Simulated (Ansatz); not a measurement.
**Nb2Te6Mo: relaxed-ion elastic tensor**

All numbers below come from Ansatz 0.2.0, DFT PBE, scalar-relativistic, plane waves, PAW. Cutoff 420 eV, 6×6×6 k-points (Γ-centred), Fermi-Dirac smearing of 0.15 eV. No spin polarisation.

Relaxed structure:
```xyz
9
Lattice="6.2630 0.0000 0.0000 -3.1315 5.4239 0.0000 0.0000 0.0000 7.7773" Properties=species:S:1:pos:R:3 pbc="T T T"
Nb    0.0000    3.6160    0.0000
Nb    3.1315    1.8080    0.0000
Te    4.2014    0.0000    5.9218
Te    1.0308    1.7854    5.9218
Te   -2.1007    3.6385    5.9218
Te    2.0616    0.0000    1.8555
Te   -1.0308    1.7854    1.8555
Te    2.1007    3.6385    1.8555
Mo    0.0000    0.0000    0.0000
```

The cell was found from a structure generator's guess, not taken from experiment. In a metal, frequencies and elastic constants depend on the k mesh and the smearing, soft modes and shear constants most. Spin–orbit coupling is left out, which matters for heavy elements. No dispersion correction is applied, so modes and constants that involve weak contacts between layers, chains or molecules come out too soft.

(1) Give the relaxed-ion elastic constants (GPa, Voigt order xx yy zz yz xz xy, on the Cartesian axes of the cell above).

(2) Is the crystal stable against homogeneous strain?

## Answers

(1)
C11 = 83.3, C12 = 13.6, C13 = 4.2, C15 = 0.6, C22 = 83.3, C23 = 4.2, C25 = -0.6, C33 = 4.2, C44 = 1.4, C46 = -0.6, C55 = 1.4, C66 = 34.8 GPa; the others vanish.

(2) Too close to call: the least eigenvalue is 1.4 GPa, within what the k mesh leaves open in a metal.
